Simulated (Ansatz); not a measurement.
# Collinear states of VMo

Method: DFT PBEsol, scalar-relativistic, plane waves, PAW in Ansatz.

```yaml
crystal:
  lattice:
    - [1.53728, -2.22403, 0.00000]
    - [1.53728, 2.22403, 0.00000]
    - [0.00000, 0.00000, 4.22901]
  atoms:
    - { symbol: V, position: [0.50000, 0.50000, 0.50000] }
    - { symbol: Mo, position: [0.00000, 0.00000, 0.00000] }
```

- plane-wave cutoff: 420 eV
- Γ-centred k-mesh: 16×16×10
- occupation rule: Gaussian smearing, 0.1 eV
- list of starting moments (μB, in atom order): 3.5 0
- check for lower electronic states after the SCF: off

All runs keep this geometry, which isn't relaxed for the lowest state (largest force there 0.000 eV/Å, pressure -5.7 GPa) and needn't be a stable compound; relaxing each order can shift differences of a few meV. A propagation vector, in units of the reciprocal vectors, doubles the cell, which takes an equally dense mesh. Site moments are spin moments in atom-centred spheres that scale with the neighbour distance. The states are those that the runs reached from these starts; a lower one can exist.

Question: Starts tried: no spin; large parallel starting moments; antiferromagnetic, doubled cell, propagation vector (0, 0, 1/2). Which state comes out lowest, and what are the moments?

Answer: All starts lose their moments; the cell is non-magnetic at this level.

```csv
start,ends,energy above lowest (meV/atom),site moments (μB),gap on mesh (eV),P (GPa)
no spin,non-magnetic,0.00,none over 0.05,metal,-5.7
large parallel starting moments,non-magnetic,0.00,none over 0.05,metal,-5.7
"antiferromagnetic, doubled cell, propagation vector (0, 0, 1/2)",non-magnetic,0.00,none over 0.05,metal,-5.7
```

Cost: 3 runs of about 1.2 core-minutes in all, on Intel Xeon 6975P-C (Granite Rapids) (shared hosts).